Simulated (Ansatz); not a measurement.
ScOF:
```
CELL_PARAMETERS angstrom
      3.53601     0.00000     0.00000
      0.00000     3.53601     0.00000
      0.00000     0.00000     5.02836
ATOMIC_POSITIONS crystal
  Sc 0.50000 0.00000 0.70894
  Sc 0.00000 0.50000 0.29106
  O  0.00000 0.00000 0.50000
  O  0.50000 0.50000 0.50000
  F  0.50000 0.50000 0.00000
  F  0.00000 0.00000 0.00000
```

Relaxed with LDA.

Give the optical modes at the zone centre with their infrared and Raman activity from DFPT, DFT-LDA in the program Ansatz with PAW potentials.

Transverse frequencies, without the LO–TO term; a row sums one degenerate level.

```csv
ω (cm⁻¹),degeneracy,IR ((D/Å)²/amu),Raman (Å⁴/amu),activity,symmetry
84,2,10.97,0,IR,Eu
100,1,0.00,24,Raman,B1g
203,2,0.00,1.6,Raman,Eg
314,1,19.48,0,IR,A2u
362,2,0.00,6.2,Raman,Eg
397,2,75.22,0,IR,Eu
419,1,0.00,20,Raman,A1g
470,1,0.00,41,Raman,B1g
606,2,0.00,32,Raman,Eg
610,1,4.56,0,IR,A2u
```

How high does the top mode go among those that the LO–TO term moves?

697 cm⁻¹ for q along x, 697 cm⁻¹ for q along y, 682 cm⁻¹ for q along z.

Space group P4/nmm. The first step of the workflow began from a Materials Project structure, measured or hypothetical; the Crystallography Open Database copy checked does not list it. Whether it is the stable phase at ambient conditions was not checked. The cell was relaxed with LDA under the symmetry of its start. At this level the phase is dynamically unstable (imaginary phonons). No spin polarisation was allowed.

Potentials: the later of the program's two PAW sets.
